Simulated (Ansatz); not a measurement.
WC (rock salt, Fm-3m) at seven volumes, DFT-PBEsol in the program Ansatz with PAW potentials, scaled uniformly. One row is withheld.

```json
[
 {"V (Å³/atom)": "9.333", "P (GPa)": "45.00"},
 {"V (Å³/atom)": "9.640", "P (GPa)": "?"},
 {"V (Å³/atom)": "9.948", "P (GPa)": "12.69"},
 {"V (Å³/atom)": "10.256", "P (GPa)": "0.00"},
 {"V (Å³/atom)": "10.563", "P (GPa)": "-10.82"},
 {"V (Å³/atom)": "10.871", "P (GPa)": "-20.05"},
 {"V (Å³/atom)": "11.179", "P (GPa)": "-27.92"}
]
```

**Question.** Fit the shown pressures and predict the withheld one.

**Answer.** P = (3/2)B₀(x^(7/2) − x^(5/2))[1 + (3/4)(B′ − 4)(x − 1)] with x = (V₀/V)^(2/3). Least squares on the six rows gives V₀ = 10.256 Å³/atom, B₀ = 390 GPa, B′ = 4.29. At V = 9.640, x = 1.0422 and P = 27.60 GPa. The run itself gave 27.56 GPa.

The workflow started from a Materials Project entry (that database holds measured and hypothetical structures alike); the Crystallography Open Database copy checked does not list it. It is not the phase usual at ambient conditions (space group No. 187). Symmetry was held in the PBEsol relaxation; of distortions, only those at the zone centre were tested. The run is not spin-polarised. Its formation energy is positive at this level, so the cell may be metastable or incomplete. Spin–orbit coupling is left out wherever it is not named.

Potentials: the later of the program's two PAW sets.
